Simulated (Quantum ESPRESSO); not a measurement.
# Ga7InP8: convergence and cost over cutoff and k mesh

Computed values, not a measurement. The program is pw.x of Quantum ESPRESSO 7.5 (plane-wave density functional theory). The cell is made up: 16 atoms on a doubled zincblende/diamond lattice, with randomly drawn elements, strain and displacements, not relaxed. PseudoDojo standard norm-conserving files (v0.5 for PBE, v0.4.1 for LDA and PBEsol) set the functional; there is no spin polarisation, spin-orbit coupling or dispersion term, and the masses in the input are unused placeholders.

Input of the run in row 4:

```
&control calculation='scf', pseudo_dir='./dojo.nc.sr.pbe.v0_5.standard.upf', outdir='./o', disk_io='low', tprnfor=.true., tstress=.true. /
&system ibrav=0, nat=16, ntyp=3, nbnd=78, ecutwfc=79.96652505, nosym=.true., tot_charge=0,
 occupations='smearing', smearing='fd', degauss=0.0018374661
/
&electrons conv_thr=7.350e-09, electron_maxstep=60, /
ATOMIC_SPECIES
Ga 1.0 Ga.upf
In 1.0 In.upf
P 1.0 P.upf
CELL_PARAMETERS angstrom
5.4125 0.0089 0.0115
0.0089 5.4396 -0.0259
0.023 -0.0517 11.1773
ATOMIC_POSITIONS angstrom
Ga -0.0146 -0.0109 -0.04
Ga -0.0144 2.7125 2.8761
Ga 2.7063 0.0363 2.8273
Ga 2.7209 2.7084 0.0032
Ga 0.0181 -0.0666 5.5559
In 0.1005 2.6305 8.3114
Ga 2.6899 -0.0593 8.4436
Ga 2.6425 2.7524 5.5763
P 1.3761 1.2924 1.4811
P 1.3766 4.0605 4.1482
P 4.0995 1.3627 4.111
P 4.1263 3.9907 1.3778
P 1.3445 1.3447 7.0044
P 1.3194 3.9938 9.7814
P 4.0793 1.2887 9.7546
P 4.0789 4.0191 7.0008
K_POINTS automatic
4 4 2 1 1 1
```

The same cell was run at these settings. Meshes are shifted by half a step, and differences are from the last row, which is itself not exact.

```
cutoff (eV)     k mesh  k points solved  threshold (eV)  free energy less the last row's (eV)  pressure (GPa)  largest stress difference (GPa)  largest force difference (eV/Å)  iterations  wall time (s)  k-point pools              processor
        762  2 x 2 x 2                4           1e-04                                12.065          -45.18                            50.97                            0.042           8            389              1  AMD EPYC, Zen 5 class
       1088  2 x 2 x 2                4           1e-07                                 0.328            5.25                             0.64                            0.033          12             57              4  AMD EPYC, Zen 5 class
        717  4 x 4 x 2               16           1e-07                                24.735          -86.01                            91.34                            0.013          13             99              4  AMD EPYC, Zen 5 class
       1088  4 x 4 x 2               16           1e-07                                 0.020            5.15                             0.03                            0.001          12            149              4  AMD EPYC, Zen 5 class
       1377  6 x 6 x 4               72           1e-07                                 0.000            5.17                             0.00                            0.000          12            932              4  AMD EPYC, Zen 5 class
```

Each pool is one process. Wall times include start-up and a band step at six k points, which weighs most on the coarsest meshes. The runs were on shared virtual cores whose load varied, so times are rough.